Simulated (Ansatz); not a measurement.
Ta₂GaC:
```
CELL_PARAMETERS angstrom
      3.09412     0.00000     0.00000
     -1.54706     2.67959     0.00000
      0.00000     0.00000    13.48102
ATOMIC_POSITIONS crystal
  Ta 0.33333 0.66667 0.59082
  Ta 0.66667 0.33333 0.40918
  Ta 0.66667 0.33333 0.09082
  Ta 0.33333 0.66667 0.90918
  Ga 0.33333 0.66667 0.25000
  Ga 0.66667 0.33333 0.75000
  C  0.00000 0.00000 0.00000
  C  0.00000 0.00000 0.50000
```

Relaxed with PBEsol. Special points in fractions of this cell's reciprocal vectors: Γ (0.000, 0.000, 0.000); M (0.500, 0.000, 0.000); K (0.333, 0.333, 0.000); A (0.000, 0.000, 0.500); L (0.500, 0.000, 0.500); H (0.333, 0.333, 0.500).

**Question.** List the band energies nearest the Fermi level at these points for the program Ansatz at the PBEsol level (PAW).

**Answer.** In eV from the Fermi level; about four levels below and three above (degenerate sets whole), none deeper than 8.9 eV; points with the same levels are listed once.

```csv
k,below,above
Γ,-0.43 -0.43 -0.38 -0.38,1.19 1.19 1.44 1.44
M,-3.40 -3.14 -2.00 -1.92,1.40 1.42 1.78
K,-2.02 -2.02 -1.47 -0.09,0.74 0.74 1.96 1.96
A,-0.41 -0.41 -0.41 -0.41,1.31 1.31 1.31 1.31
L,-3.33 -3.33 -1.96 -1.96,1.78 1.78 1.86 1.86
H,-1.94 -1.94 -0.82 -0.82,0.72 0.72 2.11 2.11
```

Space group P6_3/mmc. The workflow started from a Materials Project entry (that database holds measured and hypothetical structures alike); the Crystallography Open Database copy checked does not list it. Its standing as an ambient phase is unchecked. Symmetry was held in the PBEsol relaxation; its stability against distortions is not shown here. The run is not spin-polarised. Spin–orbit coupling is left out wherever it is not named.

Potentials: the later of the program's two PAW sets.
